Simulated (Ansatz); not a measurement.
CsPbBr3: pressure against volume

CsPbBr3, Pm-3m, a = 5.870 Å. The structure is a COD entry; whether it is the stable form wasn't checked. Ansatz: PBEsol, PAW, 420 eV, Γ-centred 6×6×6 mesh on 5 atoms, Gaussian smearing 0.02 eV; no spin polarisation. Symmetry fixes shape and atoms, so the cell is only scaled; pressure is positive in compression.

```
V (Å³/atom) P (GPa)
     35.598        ?
     36.812     2.58
     38.025     1.57
     39.239     0.73
     40.452     0.02
     41.666    -0.57
     42.880    -1.07
     44.498    -1.62
```

Q: Take V0 = 40.452 Å³/atom, count pressures from its P0 = 0.02 GPa, fit the third-order Birch–Murnaghan form to the other rows, and predict the missing pressure.

A: With the Eulerian strain f = ½[(V0/V)^(2/3) − 1] and y = (P − P0)/[3f(1 + 2f)^(5/2)], the form is the line y = B0 + 1.5 B0 (B0′ − 4) f. Rows (f, y): 0.03244, 22.48; 0.02106, 22.13; 0.01025, 21.95; -0.00976, 21.17; -0.01906, 21.01; -0.03079, 20.81. Means f = 0.0006900, y = 21.592; Σ(Δf)² = 0.003005, ΣΔfΔy = 0.08310; the slope is their ratio. y = 21.57 + 27.66 f GPa, so B0 = 21.6 GPa and B0′ = 4 + 2 × (27.66)/(3 × 21.57) = 4.85. At V = 35.598, f = 0.04448, y = 22.800 and P = 3.78 GPa. The run gave 3.77 GPa, so the fit is 0.01 GPa too high, a small miss on the scale of the series.

Spin–orbit coupling is left out, which can shift energies with elements as heavy as these.

Symmetry holds off the tilts and polar distortions that many cubic perovskites undergo.